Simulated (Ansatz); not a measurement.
MgTe (wurtzite)

```yaml
crystal:
  lattice:
    - [4.60846, 0.00000, 0.00000]
    - [-2.30423, 3.99105, 0.00000]
    - [0.00000, 0.00000, 7.50071]
  atoms:
    - { symbol: Mg, position: [0.66667, 0.33333, 0.00081] }
    - { symbol: Mg, position: [0.33333, 0.66667, 0.50081] }
    - { symbol: Te, position: [0.66667, 0.33333, 0.62439] }
    - { symbol: Te, position: [0.33333, 0.66667, 0.12439] }
```

The slice is a (0001) plane (indices of the conventional cell) through the point (0.667, 0.333, 0.001) (fractional), spanned by u = [110] and v = [1 -1 0] in vectors of this cell: u (4.61 Å) and v (7.98 Å, at 90° to u). It covers one period; positions are fractions (u, v).

These are PBE (plane waves to 420 eV, PAW, scalar-relativistic; Ansatz, an electronic-structure program) values and carry that method's errors. k mesh 8×8×5. Near the nuclei the fields are pseudised (PAW); where an atom keeps semicore shells as valence, they peak there. MgTe was relaxed with its symmetry unable to fall. Spin-orbit coupling is left out, though Te is heavy.

Problem. Predict the map of the valence electron density on the slice.

Solution. 
```
|998866332222222222222222222222336688|
|776644222211111111111111111122224466|
|443333221111111100000011111111223333|
|333322221111110000000000111111222233|
|333333222211110000000000111122223333|
|333333332211110000000000111122333333|
|444433332222110000000000112222333344|
|444444333322111100000011112233334444|
|444444443322221111111111222233444444|
|555544443333222211111122223333444455|
|555544443333222222112222223333444455|
|444444443333332222222222333333444444|
|444444443333333333443333333333444444|
|444433333333334466776644333333333344|
|333333333333336688998866333333333333|
|222222222222447799999977442222222222|
|222222222222336688998866332222222222|
|111111111122224466776644222211111111|
|000011111111223333443333221111111100|
|000000111111222233333322221111110000|
|000000111122223333333333222211110000|
|000000111122333333333333332211110000|
|000000112222333344444433332222110000|
|000011112233334444444444333322111100|
|111111222233444444444444443322221111|
|111122223333444455555544443333222211|
|112222223333444455555544443333222222|
|222222333333444444444444443333332222|
|443333333333444444444444443333333333|
|776644333333333344444433333333334466|
|998866333333333333333333333333336688|
|999977442222222222222222222222447799|
```
Scale: ten equal steps from -1.93 (start of '0') to 1.50 (end of '9'), in the order '0123456789'. Values: log₁₀ of the valence density in e/Å³. The map has 18 points along u (two characters each, u = 0 at the left) and 32 along v (v = 0 in the bottom row). The scale is logarithmic, as a density can span decades between atoms and voids.
